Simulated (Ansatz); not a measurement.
Run on TePb (rocksalt type): DFT, LDA, PAW with Ansatz's default frozen-core files, scalar-relativistic (Ansatz 0.2.0). This run: volume at 0.88 of the series' base cell.

The cell comes from a relaxation on PAW files under the same functional, begun from a prototype that needn't be the stable phase.

Command: `ansatz run input.yaml --threads 1 --pin off --max-ram 2048MiB --backend cpu --events-out ev --progress --plain --runs-dir out` It took 5.5 s on 1 thread of Arm Neoverse V1 (shared host), peak memory 0.36 GiB.

```yaml
crystal:
  lattice:
    - [0.0, 3.0573671801, 3.0573671801]
    - [3.0573671801, 0.0, 3.0573671801]
    - [3.0573671801, 3.0573671801, 0.0]
  atoms:
    - { symbol: Pb, position: [0.0, 0.0, 0.0] }
    - { symbol: Te, position: [0.5, 0.5, 0.5] }
kpoints:
  mp_grid: { grid: [12, 12, 12] }
scf:
  occupations: { method: fermi_dirac, width: 0.08 }
hamiltonian:
  xc: lda
  pseudopotentials: { kind: paw }
output:
  forces: true
  stress: true
  eigenvalues: true
  populations: true
  write_density: true
  write_potential: true
  elf: true
  volumetric_format: npy
```

Output:

```
Engine: ansatz 0.2.0
Pseudopotentials: kind: paw
Pseudopotential: Pb, paw, valence charge 14, recommended cutoff 420 eV (normal), Pb.paw.azcp
Pseudopotential: Te, paw, valence charge 16, recommended cutoff 420 eV (normal), Te.paw.azcp
Functional definition: SPW92
  exchange = slater_x
  correlation = pw_c
Crystal: 2 atoms, lattice volume = 57.157 Å³
Basis set: ecut = 420 eV, 1139 PW (Γ)
Bands: 19, of which v1, the nominal top of the filled ones, is band 15 counted from 1 (14 counted from 0)
Symmetry: 48 space group operations
Space group: Fm-3m (ITA 225), of the structure as read, at distance tolerance 3.9e-5 Å
k-points: 72 of 1728
Non-local potential: Pb, projectors of the file, l = 0: 2, l = 1: 2, l = 2: 2, l = 3: 2
Non-local potential: Te, projectors of the file, l = 0: 2, l = 1: 2, l = 2: 2, l = 3: 2
PAW form: soft (Blöchl's): semilocal exchange-correlation on the pseudo side does not see the compensation charge
PAW frozen core: Pb, regenerated for the run's functional, and the local potential with it (the file was generated under x = pbe(κ = 0.804, μ = 0.2195149727645171), c = pbe(β = 0.06672455060314922))
PAW frozen core: Te, regenerated for the run's functional, and the local potential with it (the file was generated under x = pbe(κ = 0.804, μ = 0.2195149727645171), c = pbe(β = 0.06672455060314922))
PAW one-centre angular grid: Pb, 590 points (default); XC on 64 Gauss nodes
PAW one-centre angular grid: Te, 590 points (default); XC on 64 Gauss nodes
Initial density: superposition of atomic densities (neutral atoms: chi_scale 0, normalization atom), corrected by the library's trained network
Initial wavefunctions: pseudopotential atomic-orbital guess
Functional: x = slater, c = lda
SCF iter   1: F=—  HF=-18430.095345 eV  |F-HF|=—  |Δ(HF+E_count)|=         —  Δρ=4.72e-3  dr2=5.66e-3  ethr=1.77e-3  ⟨swp⟩=6.2  Hψ=7184  notcnv=0
preconditioner: auto → none  [insulator: Δε(μ)=0.228 eV  Ē_g=15.195 eV  σ=0.080 eV  W_gap=0.61  n_scr=14 (ndim 8)  ℏωp=22.0 eV  f_vac=0.003  D(μ)=0.03/eV (n_scr^D=0)  ε∞_Penn≈3.1]
SCF iter   2: F=—  HF=-18430.091507 eV  |F-HF|=—  |Δ(HF+E_count)|=   3.84e-3  Δρ=2.04e-3  dr2=9.53e-4  ethr=1.89e-5  ⟨swp⟩=2.1  Hψ=2487  notcnv=0
SCF iter   3: F=—  HF=-18430.091291 eV  |F-HF|=—  |Δ(HF+E_count)|=   2.16e-4  Δρ=2.13e-4  dr2=2.73e-5  ethr=3.18e-6  ⟨swp⟩=2.8  Hψ=2424  notcnv=0
SCF iter   4: F=—  HF=-18430.091274 eV  |F-HF|=—  |Δ(HF+E_count)|=   1.68e-5  Δρ=8.64e-5  dr2=6.95e-6  ethr=9.08e-8  ⟨swp⟩=2.0  Hψ=2449  notcnv=0
SCF iter   5: F=—  HF=-18430.091272 eV  |F-HF|=—  |Δ(HF+E_count)|=   2.11e-6  Δρ=4.07e-5  dr2=4.99e-7  ethr=2.32e-8  ⟨swp⟩=2.0  Hψ=1678  notcnv=0
SCF iter   6: F=-18430.091271 eV  HF=-18430.091271 eV  |F-HF|=1.20e-8  |Δ(HF+E_count)|=   2.36e-7  Δρ=9.61e-6  dr2=2.52e-8  ethr=3.33e-10  ⟨swp⟩=10.0  Hψ=10716  notcnv=0
SCF 1 converged in 6 iterations: F = -18430.091271 eV  dr2 = 2.52e-8
  greatest PAW one-centre occupation: 0.999 electrons in one spin orbital (limit 2), on the Te atom at site 1 (counted from 0), in its partial waves of l = 2
SCF converged after 6 iterations
Free energy (F): -18430.091271 eV
Harris-Foulkes:  -18430.091271 eV  (|F-HF|=1.20e-8)
Internal energy: -18430.090595 eV  (E = F + TS)
E sigma→0 (E₀):  -18430.090933 eV
Entropy (-TS):   -0.000676 eV (-0.338 meV/atom)
Fermi energy:    11.423946 eV
--- Per-component energies (eV) ---
  E_band       = -257.192030
  E_kinetic    = 475.520963
  E_local      = -2143.828864  (includes V_loc(G=0)·N_el)
  E_nonlocal   = 49.745037
  E_hartree    = 1160.586464
  E_xc         = -345.989487
  E_vxc        = -242.156670  (∫ρ·V_xc dr)
  E_paw        = -14611.784439  (= ΣΔE_a)
  E_vpaw       = -717.652761  (= ΣTr[D̂ρ^β])
  E_aug_tail   = -0.000165  (compensation charges beyond the density's cutoff)
  E_ewald      = -3014.941051
  E_core_change = 0.600948  (= ΣΔE_core)
  E_smearing   = -0.000676  (= −TS)
  E_closure    = 0.000000  (closes the sum)
  Σ components = -18430.091271   (vs F -18430.091271, Δ=0.00e0)
--- Forces (eV/Å), atoms counted from 1 ---
  atom   1  Pb    -0.00000000     0.00000000    -0.00000000
  atom   2  Te     0.00000000     0.00000000    -0.00000000
  max |Σ_I F_I| component: 2.66e-29 eV/Å
--- Stress (GPa, compression-positive) ---
        8.265582       0.000000      -0.000000
        0.000000       8.265582       0.000000
        0.000000      -0.000000       8.265582
  P = ⅓ Tr σ = 8.2656 GPa (82.656 kbar)
--- Band table (eV; the first three rows and the last of 72) ---
  k-point 0: bands = ["-25.5061", "-25.5061", "-25.4943", "-25.4943", "-25.4943", "-5.7734", "-5.7734", "-5.7461", "-5.7461", "-5.7461", "-2.3718", "5.9641", "9.2170", "9.2170", "9.2170", "15.3813", "15.3813", "15.3813", "16.6929"]
  k-point 1: bands = ["-25.5061", "-25.5061", "-25.4943", "-25.4943", "-25.4943", "-5.7754", "-5.7754", "-5.7460", "-5.7443", "-5.7443", "-2.2976", "5.5962", "9.2401", "9.2401", "9.4701", "14.8993", "15.0097", "15.0097", "16.4960"]
  k-point 2: bands = ["-25.5060", "-25.5060", "-25.4942", "-25.4941", "-25.4941", "-5.7816", "-5.7816", "-5.7458", "-5.7388", "-5.7388", "-2.0771", "4.7543", "9.3113", "9.3113", "9.9670", "14.0126", "14.2382", "14.2382", "16.4489"]
  k-point 71: bands = ["-25.5064", "-25.5053", "-25.4936", "-25.4936", "-25.4923", "-5.8850", "-5.7824", "-5.7331", "-5.7331", "-5.6946", "0.2235", "2.4387", "6.1834", "6.1834", "10.6564", "12.6421", "16.2895", "16.2895", "18.5867"]
--- Löwdin populations: 2 sites ---
  site symbol       q [e]
     0     Pb     13.9018
     1     Te     16.0240
  spilling = 0.002472 (of n_electrons = 30.000000)
```

populations.tsv:

```
# site	symbol	l	j	q
# orbitals = lowdin
# n_electrons = 30.000000
# spilling = 0.002472
0	Pb	0_6S	-	1.906299
0	Pb	1_6P	-	2.001788
0	Pb	2_5D	-	9.993757
1	Te	0_5S	-	1.748744
1	Te	1_5P	-	4.278051
1	Te	2_4D	-	9.997213
```

Next run (volume at 0.8 of the series' base cell), as changes to the input before:

```diff
   lattice:
-    - [0.0, 3.0573671801, 3.0573671801]
-    - [3.0573671801, 0.0, 3.0573671801]
-    - [3.0573671801, 3.0573671801, 0.0]
+    - [0.0, 2.961761187, 2.961761187]
+    - [2.961761187, 0.0, 2.961761187]
+    - [2.961761187, 2.961761187, 0.0]
   atoms:
   populations: true
-  write_density: true
-  write_potential: true
-  elf: true
-  volumetric_format: npy
```

Results part of the output:

```
SCF 1 converged in 7 iterations: F = -18429.678872 eV  dr2 = 1.95e-8
  greatest PAW one-centre occupation: 0.999 electrons in one spin orbital (limit 2), on the Te atom at site 1 (counted from 0), in its partial waves of l = 2
SCF converged after 7 iterations
Free energy (F): -18429.678872 eV
Harris-Foulkes:  -18429.678872 eV  (|F-HF|=1.31e-8)
Internal energy: -18429.677489 eV  (E = F + TS)
E sigma→0 (E₀):  -18429.678180 eV
Entropy (-TS):   -0.001383 eV (-0.691 meV/atom)
Fermi energy:    13.223280 eV
--- Per-component energies (eV) ---
  E_band       = -213.688581
  E_kinetic    = 479.589509
  E_local      = -1994.772386  (includes V_loc(G=0)·N_el)
  E_nonlocal   = 50.071898
  E_hartree    = 1107.053057
  E_xc         = -347.720846
  E_vxc        = -244.387150  (∫ρ·V_xc dr)
  E_paw        = -14612.235744  (= ΣΔE_a)
  E_vpaw       = -718.289044  (= ΣTr[D̂ρ^β])
  E_aug_tail   = -0.000229  (compensation charges beyond the density's cutoff)
  E_ewald      = -3112.263697
  E_core_change = 0.600948  (= ΣΔE_core)
  E_smearing   = -0.001383  (= −TS)
  E_closure    = -0.000000  (closes the sum)
  Σ components = -18429.678872   (vs F -18429.678872, Δ=0.00e0)
--- Forces (eV/Å), atoms counted from 1 ---
  atom   1  Pb    -0.00000000     0.00000000     0.00000000
  atom   2  Te     0.00000000    -0.00000000    -0.00000000
  max |Σ_I F_I| component: 1.59e-29 eV/Å
--- Stress (GPa, compression-positive) ---
       17.906674      -0.000000       0.000000
        0.000000      17.906674      -0.000000
       -0.000000      -0.000000      17.906674
  P = ⅓ Tr σ = 17.9067 GPa (179.067 kbar)
--- Band table (eV; the first three rows and the last of 72) ---
  k-point 0: bands = ["-24.0746", "-24.0746", "-24.0583", "-24.0583", "-24.0583", "-4.2195", "-4.2195", "-4.1825", "-4.1825", "-4.1825", "-1.5194", "8.1839", "10.6598", "10.6598", "10.6598", "17.3131", "17.3131", "17.3131", "18.3271"]
  k-point 1: bands = ["-24.0745", "-24.0745", "-24.0582", "-24.0582", "-24.0582", "-4.2227", "-4.2227", "-4.1825", "-4.1800", "-4.1800", "-1.4360", "7.6343", "10.6872", "10.6872", "11.0746", "16.7609", "16.8882", "16.8882", "18.0809"]
  k-point 2: bands = ["-24.0743", "-24.0743", "-24.0580", "-24.0578", "-24.0578", "-4.2326", "-4.2326", "-4.1829", "-4.1720", "-4.1720", "-1.1878", "6.5343", "10.7710", "10.7710", "11.7604", "15.8140", "16.0337", "16.0337", "18.0388"]
  k-point 71: bands = ["-24.0751", "-24.0731", "-24.0571", "-24.0571", "-24.0549", "-4.3973", "-4.2362", "-4.1654", "-4.1654", "-4.1085", "1.6309", "3.7842", "7.2427", "7.2427", "12.4270", "14.4032", "17.9635", "17.9635", "20.9112"]
--- Löwdin populations: 2 sites ---
  site symbol       q [e]
     0     Pb     13.9627
     1     Te     15.9470
  spilling = 0.003009 (of n_electrons = 30.000000)
```

Next run (volume at 0.8 of the series' base cell, ecut 1000), as changes to the input before:

```diff
   eigenvalues: true
-  populations: true
+basis:
+  ecutwfc: 1000
```

Results part of the output:

```
SCF 1 converged in 7 iterations: F = -18429.681642 eV  dr2 = 1.40e-8
  greatest PAW one-centre occupation: 0.999 electrons in one spin orbital (limit 2), on the Te atom at site 1 (counted from 0), in its partial waves of l = 2
SCF converged after 7 iterations
Free energy (F): -18429.681642 eV
Harris-Foulkes:  -18429.681642 eV  (|F-HF|=1.06e-8)
Internal energy: -18429.680259 eV  (E = F + TS)
E sigma→0 (E₀):  -18429.680950 eV
Entropy (-TS):   -0.001383 eV (-0.692 meV/atom)
Fermi energy:    13.222877 eV
--- Per-component energies (eV) ---
  E_band       = -213.721964
  E_kinetic    = 479.681149
  E_local      = -1994.793970  (includes V_loc(G=0)·N_el)
  E_nonlocal   = 50.006009
  E_hartree    = 1107.049567
  E_xc         = -347.737706
  E_vxc        = -244.406768  (∫ρ·V_xc dr)
  E_paw        = -14612.222563  (= ΣΔE_a)
  E_vpaw       = -718.301010  (= ΣTr[D̂ρ^β])
  E_aug_tail   = 0.000006  (compensation charges beyond the density's cutoff)
  E_ewald      = -3112.263697
  E_core_change = 0.600948  (= ΣΔE_core)
  E_smearing   = -0.001383  (= −TS)
  E_closure    = -0.000000  (closes the sum)
  Σ components = -18429.681642   (vs F -18429.681642, Δ=0.00e0)
--- Forces (eV/Å), atoms counted from 1 ---
  atom   1  Pb    -0.00000000     0.00000000     0.00000000
  atom   2  Te     0.00000000    -0.00000000    -0.00000000
  max |Σ_I F_I| component: 4.22e-29 eV/Å
--- Stress (GPa, compression-positive) ---
       17.899562      -0.000000       0.000000
        0.000000      17.899562      -0.000000
       -0.000000       0.000000      17.899562
  P = ⅓ Tr σ = 17.8996 GPa (178.996 kbar)
--- Band table (eV; the first three rows and the last of 72) ---
  k-point 0: bands = ["-24.0771", "-24.0771", "-24.0608", "-24.0608", "-24.0608", "-4.2202", "-4.2202", "-4.1832", "-4.1832", "-4.1832", "-1.5195", "8.1835", "10.6598", "10.6598", "10.6598", "17.3130", "17.3130", "17.3130", "18.3262"]
  k-point 1: bands = ["-24.0770", "-24.0770", "-24.0607", "-24.0606", "-24.0606", "-4.2234", "-4.2234", "-4.1832", "-4.1807", "-4.1807", "-1.4361", "7.6340", "10.6871", "10.6871", "11.0744", "16.7606", "16.8880", "16.8880", "18.0802"]
  k-point 2: bands = ["-24.0768", "-24.0768", "-24.0605", "-24.0603", "-24.0603", "-4.2333", "-4.2333", "-4.1836", "-4.1727", "-4.1727", "-1.1879", "6.5340", "10.7709", "10.7709", "11.7601", "15.8137", "16.0333", "16.0333", "18.0383"]
  k-point 71: bands = ["-24.0776", "-24.0756", "-24.0595", "-24.0595", "-24.0574", "-4.3979", "-4.2368", "-4.1660", "-4.1660", "-4.1091", "1.6307", "3.7839", "7.2426", "7.2426", "12.4267", "14.4028", "17.9628", "17.9628", "20.9108"]
```

Next run (volume at 0.72 of the series' base cell), as changes to the input before:

```diff
   lattice:
-    - [0.0, 2.961761187, 2.961761187]
-    - [2.961761187, 0.0, 2.961761187]
-    - [2.961761187, 2.961761187, 0.0]
+    - [0.0, 2.8595489858, 2.8595489858]
+    - [2.8595489858, 0.0, 2.8595489858]
+    - [2.8595489858, 2.8595489858, 0.0]
   atoms:
   eigenvalues: true
-basis:
-  ecutwfc: 1000
+  populations: true
```

Results part of the output:

```
SCF 1 converged in 6 iterations: F = -18428.867185 eV  dr2 = 9.83e-8
  greatest PAW one-centre occupation: 1.000 electrons in one spin orbital (limit 2), on the Te atom at site 1 (counted from 0), in its partial waves of l = 2
SCF converged after 6 iterations
Free energy (F): -18428.867185 eV
Harris-Foulkes:  -18428.867185 eV  (|F-HF|=1.96e-8)
Internal energy: -18428.863072 eV  (E = F + TS)
E sigma→0 (E₀):  -18428.865128 eV
Entropy (-TS):   -0.004114 eV (-2.057 meV/atom)
Fermi energy:    15.386095 eV
--- Per-component energies (eV) ---
  E_band       = -161.452334
  E_kinetic    = 484.916732
  E_local      = -1826.802242  (includes V_loc(G=0)·N_el)
  E_nonlocal   = 50.562057
  E_hartree    = 1048.113697
  E_xc         = -349.812075
  E_vxc        = -247.080560  (∫ρ·V_xc dr)
  E_paw        = -14612.933140  (= ΣΔE_a)
  E_vpaw       = -719.270573  (= ΣTr[D̂ρ^β])
  E_aug_tail   = -0.000073  (compensation charges beyond the density's cutoff)
  E_ewald      = -3223.508975
  E_core_change = 0.600948  (= ΣΔE_core)
  E_smearing   = -0.004114  (= −TS)
  E_closure    = 0.000000  (closes the sum)
  Σ components = -18428.867185   (vs F -18428.867185, Δ=0.00e0)
--- Forces (eV/Å), atoms counted from 1 ---
  atom   1  Pb    -0.00000000     0.00000000    -0.00000000
  atom   2  Te     0.00000000    -0.00000000    -0.00000000
  max |Σ_I F_I| component: 3.05e-29 eV/Å
--- Stress (GPa, compression-positive) ---
       33.378302       0.000000      -0.000000
        0.000000      33.378302       0.000000
        0.000000      -0.000000      33.378302
  P = ⅓ Tr σ = 33.3783 GPa (333.783 kbar)
--- Band table (eV; the first three rows and the last of 72) ---
  k-point 0: bands = ["-22.3401", "-22.3401", "-22.3170", "-22.3170", "-22.3170", "-2.3925", "-2.3925", "-2.3446", "-2.3446", "-2.3446", "-0.5006", "10.9252", "12.4287", "12.4287", "12.4287", "19.6217", "19.6217", "19.6217", "20.3308"]
  k-point 1: bands = ["-22.3399", "-22.3399", "-22.3168", "-22.3167", "-22.3167", "-2.3978", "-2.3978", "-2.3450", "-2.3409", "-2.3409", "-0.4067", "10.0361", "12.4623", "12.4623", "13.1581", "18.9536", "19.1367", "19.1367", "20.0096"]
  k-point 2: bands = ["-22.3395", "-22.3395", "-22.3165", "-22.3162", "-22.3162", "-2.4141", "-2.4141", "-2.3469", "-2.3293", "-2.3293", "-0.1261", "8.6188", "12.5646", "12.5646", "14.0679", "17.9547", "18.1965", "18.1965", "19.9712"]
  k-point 71: bands = ["-22.3408", "-22.3372", "-22.3149", "-22.3149", "-22.3112", "-2.6789", "-2.4236", "-2.3224", "-2.3224", "-2.2361", "3.3761", "5.3818", "8.5435", "8.5435", "14.6222", "16.5568", "19.9509", "19.9509", "23.7433"]
--- Löwdin populations: 2 sites ---
  site symbol       q [e]
     0     Pb     14.0348
     1     Te     15.8535
  spilling = 0.003723 (of n_electrons = 30.000000)
```

Next run (volume at 0.64 of the series' base cell), as changes to the input before:

```diff
   lattice:
-    - [0.0, 2.8595489858, 2.8595489858]
-    - [2.8595489858, 0.0, 2.8595489858]
-    - [2.8595489858, 2.8595489858, 0.0]
+    - [0.0, 2.7494555307, 2.7494555307]
+    - [2.7494555307, 0.0, 2.7494555307]
+    - [2.7494555307, 2.7494555307, 0.0]
   atoms:
   mp_grid: { grid: [12, 12, 12] }
+  band_path:
+    path:
+      - [0.0, 0.0, 0.0]
+      - [0.5, 0.0, 0.5]
+      - [0.625, 0.25, 0.625]
+      - [0.375, 0.375, 0.75]
+      - [0.0, 0.0, 0.0]
+      - [0.5, 0.5, 0.5]
+      - [0.5, 0.25, 0.75]
+      - [0.5, 0.0, 0.5]
+    npoints: 8
 scf:
   populations: true
+  dos: { projected: true, de: 0.2, e_range: [-14, 8] }
```

Command: `ansatz run input.yaml --threads 1 --pin off --max-ram 2048MiB --backend cpu --events-out ev --progress --plain --runs-dir out` It took 5.2 s on 1 thread of Arm Neoverse V1, on a shared host, peak memory 0.34 GiB.

Results part of the output:

```
SCF 1 converged in 6 iterations: F = -18427.409304 eV  dr2 = 5.59e-8
  greatest PAW one-centre occupation: 1.000 electrons in one spin orbital (limit 2), on the Te atom at site 1 (counted from 0), in its partial waves of l = 2
NSCF: frozen V_eff on 57 k-points
SCF converged after 6 iterations
Free energy (F): -18427.409304 eV
Harris-Foulkes:  -18427.409304 eV  (|F-HF|=1.44e-8)
Internal energy: -18427.401563 eV  (E = F + TS)
E sigma→0 (E₀):  -18427.405433 eV
Entropy (-TS):   -0.007741 eV (-3.870 meV/atom)
Fermi energy:    18.019047 eV
--- Per-component energies (eV) ---
  E_band       = -97.558267
  E_kinetic    = 492.041274
  E_local      = -1635.026154  (includes V_loc(G=0)·N_el)
  E_nonlocal   = 51.321559
  E_hartree    = 982.689411
  E_xc         = -352.329572
  E_vxc        = -250.329048  (∫ρ·V_xc dr)
  E_paw        = -14614.114420  (= ΣΔE_a)
  E_vpaw       = -720.950921  (= ΣTr[D̂ρ^β])
  E_aug_tail   = -0.000174  (compensation charges beyond the density's cutoff)
  E_ewald      = -3352.584436
  E_core_change = 0.600948  (= ΣΔE_core)
  E_smearing   = -0.007741  (= −TS)
  E_closure    = -0.000000  (closes the sum)
  Σ components = -18427.409304   (vs F -18427.409304, Δ=0.00e0)
--- Forces (eV/Å), atoms counted from 1 ---
  atom   1  Pb     0.00000000    -0.00000000     0.00000000
  atom   2  Te     0.00000000    -0.00000000     0.00000000
  max |Σ_I F_I| component: 4.43e-29 eV/Å
--- Stress (GPa, compression-positive) ---
       58.760039      -0.000000       0.000000
        0.000000      58.760039      -0.000000
       -0.000000       0.000000      58.760039
  P = ⅓ Tr σ = 58.7600 GPa (587.600 kbar)
--- Band table (eV; the first three rows and the last of 72) ---
  k-point 0: bands = ["-20.2037", "-20.2037", "-20.1698", "-20.1698", "-20.1698", "-0.2062", "-0.2062", "-0.1483", "-0.1483", "-0.1483", "0.7462", "14.3905", "14.6451", "14.6451", "14.6451", "22.4326", "22.4326", "22.4326", "22.8461"]
  k-point 1: bands = ["-20.2033", "-20.2033", "-20.1696", "-20.1694", "-20.1694", "-0.2152", "-0.2152", "-0.1498", "-0.1429", "-0.1429", "0.8527", "12.8331", "14.6883", "14.6883", "16.0115", "21.5396", "21.8804", "21.8804", "22.4203"]
  k-point 2: bands = ["-20.2024", "-20.2024", "-20.1691", "-20.1684", "-20.1684", "-0.2426", "-0.2426", "-0.1559", "-0.1253", "-0.1253", "1.1729", "11.0964", "14.8184", "14.8184", "17.1052", "20.5406", "20.8584", "20.8584", "22.3685"]
  k-point 71: bands = ["-20.2046", "-20.1980", "-20.1661", "-20.1661", "-20.1595", "-0.6702", "-0.2647", "-0.1210", "-0.1210", "0.0142", "5.5931", "7.3308", "10.1801", "10.1801", "17.3991", "19.2538", "22.3834", "22.3834", "27.1974"]
--- Löwdin populations: 2 sites ---
  site symbol       q [e]
     0     Pb     14.1252
     1     Te     15.7342
  spilling = 0.004684 (of n_electrons = 30.000000)
```

Spin–orbit coupling is left out, which matters for the heavy atoms. The PAW files were made under PBE.
